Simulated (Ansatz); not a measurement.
**Is this Sn₂GeO₃ structure a true minimum?**

The structure comes from a generated guess, relaxed at this level; another structure or a mixture of phases may lie lower.

Theory: Ansatz, DFT PBE, scalar-relativistic, plane waves, PAW. Plane waves to 420 eV, a k mesh through Γ of 8×8×2 on the computed 12-atom cell and Gaussian smearing (0.02 eV); no spin polarisation.

The cell below (12 atoms, space group P4/nmm (No. 129)) is relaxed within its symmetry.

```xyz
12
Lattice="3.7921 0.0000 0.0000 0.0000 3.7921 0.0000 0.0000 0.0000 14.7242" Properties=species:S:1:pos:R:3 pbc="T T T"
Sn    0.0000    1.8960   13.3335
Sn    0.0000    1.8960    3.7646
Sn    1.8960    0.0000    1.3907
Sn    1.8960    0.0000   10.9596
Ge    0.0000    1.8960    8.3342
Ge    1.8960    0.0000    6.3901
O     1.8960    1.8960   12.1489
O     1.8960    1.8960    2.5753
O     1.8960    1.8960    7.3621
O     0.0000    0.0000   12.1489
O     0.0000    0.0000    2.5753
O     0.0000    0.0000    7.3621
```

For the test it was strained at random (σ = 1.5 % a component), the atoms were moved at random (σ = 0.05 Å), and all was relaxed again on a coarse 4×4×1 mesh (in the run’s order of axes) with 0.10 eV smearing, with no symmetry imposed.

No dispersion correction is applied, so the spacing and binding between layers, chains or molecules are poorly described.

Task: Is the structure stable against such a distortion?

Result: It doesn't return. The energy falls by 10 meV/atom on that mesh, the volume changes by 2.8 %, and the end has space group Pmn2_1 (No. 31) at a loose tolerance. Relaxed again on an 8×2×8 mesh with 0.02 eV smearing, the new structure lies 9 meV/atom below the first (mesh in the axes of the run's cell; the cell below is made exact in the group named). Space group Pmn2_1 (No. 31), orthorhombic, a = 3.497 Å, b = 14.889 Å, c = 4.190 Å. Around Sn on its first site lie 4 O at 2.20–2.32 Å; Sn on its second site has 4 O at 2.20–2.32 Å; Ge is surrounded by 1 O at 1.90 Å and 2 O at 2.07 Å; O on its first site is surrounded by 4 Sn at 2.20–2.32 Å and 4 O at 2.75 Å; 2 more sites not described.

```yaml
crystal:
  lattice:
    - [3.49698, 0.00000, 0.00000]
    - [0.00000, 14.88901, 0.00000]
    - [0.00000, 0.00000, 4.18987]
  atoms:
    - { symbol: Sn, position: [0.50000, 0.40311, 0.00675] }
    - { symbol: Sn, position: [0.50000, 0.75283, 0.00770] }
    - { symbol: Sn, position: [0.00000, 0.59689, 0.50675] }
    - { symbol: Sn, position: [0.00000, 0.24717, 0.50770] }
    - { symbol: Ge, position: [0.50000, 0.06772, 0.92745] }
    - { symbol: Ge, position: [0.00000, 0.93228, 0.42745] }
    - { symbol: O, position: [0.50000, 0.33661, 0.50673] }
    - { symbol: O, position: [0.50000, 0.68620, 0.50631] }
    - { symbol: O, position: [0.50000, 0.99910, 0.54450] }
    - { symbol: O, position: [0.00000, 0.31380, 0.00631] }
    - { symbol: O, position: [0.00000, 0.66339, 0.00673] }
    - { symbol: O, position: [0.00000, 0.00090, 0.04450] }
```
